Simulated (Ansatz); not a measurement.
A frame of Sn5Ge12 from dynamics at 3000 K, with the forces (eV/Å) computed on a k mesh in the last three columns. Method: DFT PBE, scalar-relativistic, plane waves, PAW (Ansatz).

Settings: cutoff 420 eV, Γ-centred mesh 3×3×3 on the computed 17-atom cell, Fermi–Dirac smearing of 0.26 eV; no spin polarisation.

```xyz
17
Lattice="7.082 -0.074 0.031 -0.074 7.715 -0.347 0.031 -0.347 7.537" Properties=species:S:1:pos:R:3:forces:R:3 pbc="T T T"
Sn    1.876    6.105    1.666    0.830   -0.850    3.210
Sn    6.362    2.811    1.131    1.240   -0.070   -0.390
Sn    4.629    4.708    5.997   -0.040   -0.940   -0.130
Sn    3.836    3.742    1.146   -1.160    0.770    0.320
Sn    6.006    1.478    5.065   -3.040    1.380    0.720
Ge    2.577    1.665    0.100    0.200    0.380   -1.420
Ge    2.290    6.560    6.863    0.260    0.360   -2.510
Ge    3.555    0.432    4.490   -0.350   -0.660   -0.100
Ge    1.249    1.186    2.015    0.940    0.640    1.150
Ge    5.092    5.250    3.393    0.340    0.510   -0.410
Ge    1.325    1.739    4.634    2.820    0.480   -0.770
Ge    6.241    0.080    2.426   -1.300   -0.590    1.290
Ge    1.127    3.870    6.303    0.310   -0.660   -0.040
Ge    6.855    5.789    0.204   -0.380   -0.590   -0.280
Ge    0.226    7.128    5.155    0.530   -1.640    0.220
Ge    4.800    7.149    0.155   -0.790    1.370   -0.300
Ge    2.628    4.100    4.082   -0.390    0.120   -0.560
```

Static pressure 6.2 GPa (no kinetic part), no gap on the mesh.

Counting as bonded all pairs within 1.2 times the summed covalent radii:

| atom → neighbour | mean count | mean length (Å) | spread (Å) |
| --- | --- | --- | --- |
| Ge → Ge | 2.83 | 2.63 | 0.15 |
| Ge → Sn | 1.33 | 2.78 | 0.19 |
| Sn → Ge | 3.20 | 2.78 | 0.19 |
| Sn → Sn | 1.20 | 2.96 | 0.19 |

Angles between all pairs of such bonds at an atom (mean ± spread): 102 ± 32° at Ge, 99 ± 32° at Sn.

Cost: 1 run of about 2.5 core-minutes, on Arm Neoverse V2 (shared hosts).